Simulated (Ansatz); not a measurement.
Input and command of a plane-wave DFT calculation in Ansatz:

```yaml
crystal:
  lattice:
    - [5.5822780081, 0.0, 0.0]
    - [-2.7911390041, 4.834394566, 0.0]
    - [0.0, 0.0, 4.4806394041]
  atoms:
    - { symbol: Ti, position: [0.833, 0.666, 0.25] }
    - { symbol: Ti, position: [0.167, 0.833, 0.75] }
    - { symbol: Ti, position: [0.334, 0.167, 0.25] }
    - { symbol: Ti, position: [0.167, 0.334, 0.75] }
    - { symbol: Ti, position: [0.833, 0.167, 0.25] }
    - { symbol: Ti, position: [0.666, 0.833, 0.75] }
    - { symbol: W, position: [0.3333333333, 0.6666666667, 0.25] }
    - { symbol: W, position: [0.6666666667, 0.3333333333, 0.75] }
basis:
  ecutwfc: 420
kpoints:
  mp_grid: { grid: [6, 6, 4] }
hamiltonian:
  xc: pbe
scf:
  occupations: { method: gaussian, width: 0.1 }
  lower_state_search: "off"
output:
  forces: true
  stress: true
  eigenvalues: true
relax:
  adjacent_minimum: "off"
  f_tol: 0.04
  max_steps: 70
  cell: { stress_tol: 0.4 }
```

```bash
ansatz run input.yaml --threads 1 --pin off --max-ram 2560MiB --backend cpu --events-out ev --progress --plain --runs-dir out
```

Processor: Arm Neoverse V1, 1 thread, on a host shared with other jobs.

How long does it run, and how much memory does it take?

About 56 s on 1 thread of Arm Neoverse V1, with other jobs on the host, peak memory 0.47 GiB. It solves 60 bands at 21 k points (the mesh reduced by the symmetry that the task leaves, which can be less than the crystal's) with about 2667 plane waves (on the last cell), in 32 SCF iterations over 5 ionic steps.
